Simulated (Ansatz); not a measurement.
LuTl (L1₀ or tetragonal B2, P4/mmm), plane-wave PAW r²SCAN (Ansatz code), all energies at zero smearing, with the estimated change up to a 700 eV cutoff added, with one set of potentials and settings (totals compare only within such a set). Cell of 2 atoms (1 Lu, 1 Tl): -26202.931 eV.

| element | reference phase | E (eV/atom) |
|---|---|---|
| Lu | P6_3/mmc, 2 atoms in the cell | -14743.6978 |
| Tl | P6_3/mmc, 2 atoms in the cell | -11458.5836 |

Formation energy per atom, worked out: (-26202.931 − 1×(-14743.6978) − 1×(-11458.5836))/2 = -0.325 eV/atom (-31 kJ per mol of atoms), at 0 K, without zero-point energy or fitted corrections.

The workflow started from a Materials Project entry (that database holds measured and hypothetical structures alike); the Crystallography Open Database copy checked does not list it. With Lu and Tl taken as one species the cell has the higher symmetry I4/mmm, so it may be an ordered model of a mixed-site phase. Whether it is the stable phase at ambient conditions was not checked. The cell keeps a stress of up to 0.2 GPa. Symmetry was held in the r²SCAN relaxation; whether a distortion lowers the energy is not shown. The references are the lowest solids computed at this level, not always the standard phases. Scalar-relativistic: spin–orbit coupling is off unless named, which matters more the heavier the elements.

Potentials: the later of the program's two PAW sets.
